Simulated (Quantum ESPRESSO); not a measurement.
Hf3GaO7F, input and log of a self-consistent run

Computed values, not a measurement. The program is pw.x of Quantum ESPRESSO 7.5 (plane-wave density functional theory). The cell is made up: 12 atoms on a rutile lattice, with randomly drawn elements, strain and displacements, not relaxed. PseudoDojo standard norm-conserving files (v0.5 for PBE, v0.4.1 for LDA and PBEsol) set the functional; there is no spin polarisation, spin-orbit coupling or dispersion term, and the masses in the input are unused placeholders.

The hafnium pseudopotential is less sure than the others, with forces about 3 percent (worst 6) and pressure in oxides about 1.5 GPa (worst 2.7) from a second method in checks, which no rerun with the same files tests.

Input:

```
&control calculation='scf', pseudo_dir='./dojo.nc.sr.pbe.v0_5.standard.upf', outdir='./o', disk_io='low', tprnfor=.true., tstress=.true. /
&system ibrav=0, nat=12, ntyp=4, nbnd=55, ecutwfc=105.61755193, nosym=.true., tot_charge=0,
 occupations='smearing', smearing='fd', degauss=0.0018374661
/
&electrons conv_thr=7.350e-09, electron_maxstep=60, /
ATOMIC_SPECIES
F 1.0 F.upf
Ga 1.0 Ga.upf
Hf 1.0 Hf.upf
O 1.0 O.upf
CELL_PARAMETERS angstrom
4.9125 -0.018 0.0172
-0.018 4.869 0.0402
0.0226 0.0529 6.3955
ATOMIC_POSITIONS angstrom
Hf 0.0116 -0.0318 0.0288
Ga 2.4372 2.4344 1.6305
Hf -0.0073 0.0164 3.231
Hf 2.4873 2.5062 4.8169
O 1.4625 1.4406 0.045
O 3.4311 3.3926 0.0593
O 3.9697 0.9631 1.6345
O 0.9928 3.9398 1.6418
O 1.4665 1.532 3.2176
O 3.4129 3.3701 3.2201
O 3.958 1.0102 4.8279
F 1.0214 3.9795 4.8523
K_POINTS automatic
7 7 6 1 1 1
```

The log is shortened where brackets say so; the opening notice, blank lines, dates and the lines on written files are dropped, and the path of the files is cut. It prints rydbergs, bohrs and kilobars, and counts compression as positive stress. With no partly filled state, the Fermi energy that it prints is only some level between the filled and the empty states on the mesh, and need not lie in the true gap.

```
     Program PWSCF v.7.5
     Parallel version (MPI & OpenMP), running on       4 processor cores
     Number of MPI processes:                 4
     Threads/MPI process:                     1
     [start-up lines left out]
     bravais-lattice index     =            0
     lattice parameter (alat)  =       9.2834  a.u.
     unit-cell volume          =    1032.2204 (a.u.)^3
     number of atoms/cell      =           12
     number of atomic types    =            4
     number of electrons       =        98.00
     number of Kohn-Sham states=           55
     kinetic-energy cutoff     =     105.6176  Ry
     charge density cutoff     =     422.4702  Ry
     scf convergence threshold =      7.3E-09
     mixing beta               =       0.7000
     number of iterations used =            8  plain     mixing
     Exchange-correlation= PBE
                           (   1   4   3   4   0   0   0)
     [axes and pseudopotential details left out]
   Cartesian axes
     site n.     atom                  positions (alat units)
         1        Hf     tau(   1) = (   0.0023613  -0.0064732   0.0058625  )
         2        Ga     tau(   2) = (   0.4961158   0.4955458   0.3319041  )
         3        Hf     tau(   3) = (  -0.0014860   0.0033384   0.6577015  )
         4        Hf     tau(   4) = (   0.5063141   0.5101614   0.9805268  )
         5        O      tau(   5) = (   0.2977061   0.2932481   0.0091602  )
         6        O      tau(   6) = (   0.6984338   0.6905967   0.0120711  )
         7        O      tau(   7) = (   0.8080710   0.1960484   0.3327184  )
         8        O      tau(   8) = (   0.2020941   0.8019846   0.3342044  )
         9        O      tau(   9) = (   0.2985203   0.3118535   0.6549738  )
        10        O      tau(  10) = (   0.6947290   0.6860166   0.6554827  )
        11        O      tau(  11) = (   0.8056894   0.2056360   0.9827660  )
        12        F      tau(  12) = (   0.2079159   0.8100659   0.9877329  )
     number of k points=   147  Fermi-Dirac smearing, width (Ry)=  0.0018
     Number of k-points >= 100: set verbosity='high' to print them.
     Dense  grid:   151365 G-vectors     FFT dimensions: (  64,  64,  80)
     Estimated max dynamical RAM per process >     845.69 MB
     Estimated total dynamical RAM >       3.20 GB
     Initial potential from superposition of free atoms
     starting charge      97.9917, renormalised to      98.0000
     Starting wfcs are   71 randomized atomic wfcs
     total cpu time spent up to now is       28.7 secs
     per-process dynamical memory:   758.1 Mb
     Self-consistent Calculation
     iteration #  1     ecut=   105.62 Ry     beta= 0.70
     Davidson diagonalization with overlap
     ethr =  1.00E-02,  avg # of iterations =  2.0
     total cpu time spent up to now is       87.8 secs
     total energy              =    -771.49976899 Ry
     estimated scf accuracy    <       4.18212015 Ry
     iteration #  2     ecut=   105.62 Ry     beta= 0.70
     Davidson diagonalization with overlap
     ethr =  4.27E-03,  avg # of iterations =  5.9
     total cpu time spent up to now is      174.8 secs
     total energy              =    -770.78938967 Ry
     estimated scf accuracy    <      12.70331115 Ry
     iteration #  3     ecut=   105.62 Ry     beta= 0.70
     Davidson diagonalization with overlap
     ethr =  4.27E-03,  avg # of iterations =  4.4
     total cpu time spent up to now is      250.7 secs
     total energy              =    -773.50427825 Ry
     estimated scf accuracy    <       0.81754397 Ry
     iteration #  4     ecut=   105.62 Ry     beta= 0.70
     Davidson diagonalization with overlap
     ethr =  8.34E-04,  avg # of iterations =  2.1
     total cpu time spent up to now is      313.8 secs
     total energy              =    -773.58797585 Ry
     estimated scf accuracy    <       0.15460572 Ry
     iteration #  5     ecut=   105.62 Ry     beta= 0.70
     Davidson diagonalization with overlap
     ethr =  1.58E-04,  avg # of iterations =  4.3
     total cpu time spent up to now is      385.1 secs
     total energy              =    -773.58966586 Ry
     estimated scf accuracy    <       0.03802367 Ry
     [iterations 6 to 9 left out]
     iteration # 10     ecut=   105.62 Ry     beta= 0.70
     Davidson diagonalization with overlap
     ethr =  1.01E-08,  avg # of iterations =  3.6
     total cpu time spent up to now is      776.3 secs
     total energy              =    -773.60037405 Ry
     estimated scf accuracy    <       0.00000230 Ry
     iteration # 11     ecut=   105.62 Ry     beta= 0.70
     Davidson diagonalization with overlap
     ethr =  2.35E-09,  avg # of iterations =  2.6
     total cpu time spent up to now is      839.0 secs
     total energy              =    -773.60037417 Ry
     estimated scf accuracy    <       0.00000069 Ry
     iteration # 12     ecut=   105.62 Ry     beta= 0.70
     Davidson diagonalization with overlap
     ethr =  7.08E-10,  avg # of iterations =  2.7
     total cpu time spent up to now is      901.3 secs
     total energy              =    -773.60037430 Ry
     estimated scf accuracy    <       0.00000007 Ry
     iteration # 13     ecut=   105.62 Ry     beta= 0.70
     Davidson diagonalization with overlap
     ethr =  7.49E-11,  avg # of iterations =  4.6
     total cpu time spent up to now is      978.5 secs
     total energy              =    -773.60037432 Ry
     estimated scf accuracy    <       0.00000004 Ry
     iteration # 14     ecut=   105.62 Ry     beta= 0.70
     Davidson diagonalization with overlap
     ethr =  4.47E-11,  avg # of iterations =  2.0
     total cpu time spent up to now is     1038.7 secs
     End of self-consistent calculation
     Number of k-points >= 100: set verbosity='high' to print the bands.
     the Fermi energy is    10.1099 ev
!    total energy              =    -773.60037432 Ry
     estimated scf accuracy    <          3.9E-09 Ry
     smearing contrib. (-TS)   =       0.00000000 Ry
     internal energy E=F+TS    =    -773.60037432 Ry
     The total energy is F=E-TS. E is the sum of the following terms:
     one-electron contribution =    -232.82861675 Ry
     hartree contribution      =     173.04918090 Ry
     xc contribution           =    -197.25564484 Ry
     ewald contribution        =    -516.56529363 Ry
     convergence has been achieved in  14 iterations
     Forces acting on atoms (cartesian axes, Ry/au):
     atom    1 type  3   force =    -0.04973643    0.07978779    0.16643777
     atom    2 type  2   force =    -0.00355795   -0.01457864   -0.00466097
     atom    3 type  3   force =    -0.05113889    0.07835405   -0.17997600
     atom    4 type  3   force =     0.07167162   -0.11583021    0.01809268
     atom    5 type  4   force =     0.02382873    0.03523165   -0.03159412
     atom    6 type  4   force =    -0.02751695   -0.02119728   -0.02744047
     atom    7 type  4   force =     0.01437506   -0.02750950    0.00747782
     atom    8 type  4   force =    -0.00710506   -0.00588970    0.01102530
     atom    9 type  4   force =     0.00817019    0.00494488    0.02773514
     atom   10 type  4   force =     0.00475102    0.01636032    0.01982731
     atom   11 type  4   force =     0.01670447   -0.02670290   -0.00554804
     atom   12 type  1   force =    -0.00044581   -0.00297047   -0.00137642
     Total force =     0.324631     Total SCF correction =     0.000197
     Computing stress (Cartesian axis) and pressure
          total   stress  (Ry/bohr**3)                   (kbar)     P=      -56.97
  -0.00036160  -0.00009657  -0.00003007          -53.19      -14.21       -4.42
  -0.00009657  -0.00036535  -0.00010905          -14.21      -53.75      -16.04
  -0.00003007  -0.00010905  -0.00043494           -4.42      -16.04      -63.98
     init_run     :     27.21s CPU     28.11s WALL (       1 calls)
     electrons    :   1007.63s CPU   1010.03s WALL (       1 calls)
     forces       :     10.87s CPU     10.91s WALL (       1 calls)
     stress       :     40.39s CPU     41.39s WALL (       1 calls)
     [timing details left out]
     PWSCF        :  18m 6.95s CPU  18m11.61s WALL
     JOB DONE.
```

In other units: free energy -10525.369 eV for the cell, pressure -5.70 GPa, largest force component 4.627 eV/Å. This run is the check on a run of the same cell at a cutoff of 1143 eV and k mesh 5 x 5 x 4: rerunning at a cutoff of 1437 eV and k mesh 7 x 7 x 6 moved values by no more than 0.004 eV in energy, 0.03 GPa in stress and 0.003 eV/Å in force.